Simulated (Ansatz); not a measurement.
Step by step: MnV, relaxation of cell and atoms

Computed with DFT, LDA, all-electron LAPW, scalar-relativistic in Ansatz 0.2.0.

Command: `ansatz run input.yaml --threads 1 --pin off --max-ram 3072MiB --backend cpu --events-out ev --progress --plain --runs-dir out` The run took 93 s on 1 thread of Arm Neoverse V1 (shared host).

```yaml
crystal:
  lattice:
    - [2.9, 0.0, 0.0]
    - [0.0, 2.9, 0.0]
    - [0.0, 0.0, 2.9]
  atoms:
    - { symbol: Mn, position: [0.0, 0.0, 0.0], spin: 4.0 }
    - { symbol: V, position: [0.5, 0.5, 0.5], spin: 1.5 }
magnetization:
  spin_polarized: true
kpoints:
  mp_grid: { grid: [11, 11, 11] }
scf:
  occupations: { method: fermi_dirac, width: 0.05 }
hamiltonian:
  xc: lda
  pseudopotentials: { kind: all_electron, lapw: { basis_error: 0.001 } }
output:
  forces: true
  stress: true
relax:
  f_tol: 0.005
  max_steps: 80
  cell: {}
```

The run is spin-polarised from parallel moments and ends with 0.00 μB in the cell; other orders may lie lower.

The cell comes from COD entry 1522977, which wasn't checked; take it as a given geometry.

Each frame lists the cell vectors (Å), then Cartesian positions (Å); symmetry keeps all forces zero. Free energies count from the first step, -57251.4266 eV.

The walk took 5 evaluations in all; steps that aren't listed are left out.

Step 1: E = 0.0 meV, P = -21.88 GPa

```
cell 2.9000 0.0000 0.0000 0.0000 2.9000 0.0000 0.0000 0.0000 2.9000
Mn    0.0000    0.0000    0.0000
V     1.4500    1.4500    1.4500
```

Step 2: E = -162.1 meV, P = -1.63 GPa

```
cell 2.8157 0.0000 0.0000 0.0000 2.8157 0.0000 0.0000 0.0000 2.8157
Mn    0.0000    0.0000    0.0000
V     1.4078    1.4078    1.4078
```

Question: How does the relaxation end?

Answer: It converges, with a = 2.810 Å, b = 2.810 Å, c = 2.810 Å, α = 90.00°, β = 90.00°, γ = 90.00° (conventional cell, space group Pm-3m). The last solve (on a basis chosen afresh for the final cell, so its energy is not quite comparable) gives E = -162.8 meV, P = 0.00 GPa:
```
cell 2.8102 0.0000 0.0000 0.0000 2.8102 0.0000 0.0000 0.0000 2.8102
Mn    0.0000    0.0000    0.0000
V     1.4051    1.4051    1.4051
```
